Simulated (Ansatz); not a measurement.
## ZrNi (Cmcm): energy against the cell's spin moment

The geometry is a structure as deposited in COD, held fixed and not relaxed.

The runs share LDA, 8×8×6 k mesh, Fermi–Dirac smearing of 0.08 eV. PAW means Ansatz 0.2.0 on its default frozen-core files; LAPW is all-electron LAPW in Ansatz 0.2.0. Site moments are integrated in spheres about the atoms, whose radii differ between the methods.

Input of the first run:

```yaml
crystal:
  lattice:
    - [1.634, -4.9685, 0.0]
    - [1.634, 4.9685, 0.0]
    - [0.0, 0.0, 4.101]
  atoms:
    - { symbol: Zr, position: [0.6391, 0.3609, 0.25] }
    - { symbol: Zr, position: [0.3609, 0.6391, 0.75] }
    - { symbol: Ni, position: [0.9183, 0.0817, 0.25], spin: 1.5 }
    - { symbol: Ni, position: [0.0817, 0.9183, 0.75], spin: 1.5 }
magnetization:
  spin_polarized: true
kpoints:
  mp_grid: { grid: [8, 8, 6] }
scf:
  occupations: { method: fermi_dirac, width: 0.08 }
  lower_state_search: "off"
hamiltonian:
  xc: lda
  pseudopotentials: { kind: paw }
output:
  forces: true
  stress: true
  eigenvalues: true
  populations: true
  dos: { projected: true, de: 0.1, e_range: [-8, 5] }
  write_density: true
  write_potential: true
  elf: true
  volumetric_format: npy
```

Command: `ansatz run input.yaml --threads 2 --pin off --max-ram 6144MiB --backend cpu --events-out ev --progress --plain --runs-dir out`

The input for «total moment held at 2.4 μB» by PAW differs from it in these lines, output keys apart:

```diff
-    - { symbol: Ni, position: [0.9183, 0.0817, 0.25], spin: 1.5 }
-    - { symbol: Ni, position: [0.0817, 0.9183, 0.75], spin: 1.5 }
+    - { symbol: Ni, position: [0.9183, 0.0817, 0.25], spin: 1.2 }
+    - { symbol: Ni, position: [0.0817, 0.9183, 0.75], spin: 1.2 }
+  initial_magnetization: 2.4
+  spin_locking: { lock_magnetization: hard }
```

The input for «total moment held at 1 μB» by LAPW differs from it in these lines, output keys apart:

```diff
-    - { symbol: Ni, position: [0.9183, 0.0817, 0.25], spin: 1.5 }
-    - { symbol: Ni, position: [0.0817, 0.9183, 0.75], spin: 1.5 }
+    - { symbol: Ni, position: [0.9183, 0.0817, 0.25], spin: 0.5 }
+    - { symbol: Ni, position: [0.0817, 0.9183, 0.75], spin: 0.5 }
+  initial_magnetization: 1.0
+  spin_locking: { lock_magnetization: hard }
-  pseudopotentials: { kind: paw }
+  pseudopotentials: { kind: all_electron, lapw: { basis_error: 0.001 } }
```

The total moment M of the cell is held by giving each spin its own Fermi level. Half their difference over μB is the field that would hold M, so μB·B = dF/dM. Energies count from each method's free run. The held moment starts spread evenly over Ni3, Ni4.

The free PAW run: The moments died out: the run ends unmagnetised.

```
M (μB/cell)  ΔF PAW (meV/cell)  ΔF LAPW (meV/cell)  B, PAW (T)  largest site moment, PAW (μB)  pressure, PAW (GPa)
       0.00                0.0                 0.0           –                           0.00                 -8.6
       0.10               +1.3                   –        +444                           0.02                 -8.5
       0.30                  ?                   –       +1298                           0.05                 -8.5
       0.60              +44.3                   –       +2459                           0.10                 -8.5
       1.00             +117.3              +117.4       +3824                           0.16                 -8.3
       1.60             +281.9                   –       +5637                           0.25                 -7.9
       2.40             +601.3              +601.4       +8185                           0.39                    ?
```

Give the missing entry: row "2.40", column "pressure, PAW (GPa)".

-7.0.

Give the missing entry: row "0.30", column "ΔF PAW (meV/cell)".

+11.4.

The unpolarised density of states at the Fermi level, averaged over the smearing, is 2.97 states/eV per cell. What Stoner enhancement follows from the smallest held moment?

S = M/(μB·B·N) = 0.10/(0.0257 eV × 2.97/eV) ≈ 1.3, so I·N/2 ≈ 0.24; the Stoner criterion for ferromagnetism asks for 1. On this mesh S is a rough figure.

Separate runs put a uniform field on the spins (g = 2):

```json
{"field (T)": "300", "M PAW (μB/cell)": "0.067", "M LAPW (μB/cell)": "0.067"}
{"field (T)": "600", "M PAW (μB/cell)": "0.135", "M LAPW (μB/cell)": "–"}
```

The PAW files were made with PBE; the program remakes their cores once for the run's functional and then keeps them frozen. The Ansatz runs typed with the search for lower states off end where their start leads. None of this fixes the real material's magnetic order: only patterns that fit the cell were computed, at zero temperature, with a functional that can overstate moments.
